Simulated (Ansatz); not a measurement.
# Notes on Ta5As4

```xyz
9
Lattice="0.0000 0.0000 3.4090 4.8693 -4.8693 1.7045 4.8693 4.8693 -1.7045" Properties=species:S:1:pos:R:3 pbc="T T T"
Ta    0.0000    0.0000    0.0000
As    5.3737   -2.1035    1.7045
As    6.9728    0.5045    0.0000
As    4.3648    2.1035    1.7045
As    2.7657   -0.5045    3.4090
Ta    7.8395   -1.2835    1.7045
Ta    6.1528    2.9703    0.0000
Ta    1.8990    1.2835    1.7045
Ta    3.5857   -2.9703    3.4090
```

Level: r2SCAN, no spin polarisation; 500 eV; 7×7×7 Γ-centred mesh; methfessel-paxton occupations (width 0.0223 eV); Ansatz 0.2.0, fixed geometry.

**Forces.** The largest is on As2 (and as large on other atoms): 0.15 eV/Å, components (-0.01, 0.15, 0.00). It makes 76° with the line to a nearest neighbour, Ta6 at 2.60 Å.
**Charges.** Bader charges in e: Ta +0.51 to +0.97, As -1.10. In the mean Ta gives up most and As takes most.
**Formation energy.** -0.58 eV an atom against the elements' usual phases (free molecules for gases, crystals otherwise, with no correction for O₂ or N₂), so it is bound against them; other compounds may still compete. Relaxing would lower it.
**At the Fermi level.** It is a metal, with about 3.1 states/eV a cell as the mean within 0.25 eV of the Fermi level, mostly Ta d (76 %) and As p (18 %).
**Stress.** The pressure is 5.1 GPa (compression positive), so with the atoms held at these fractions the cell would first expand.

Origin: a database entry at a rescaled volume.
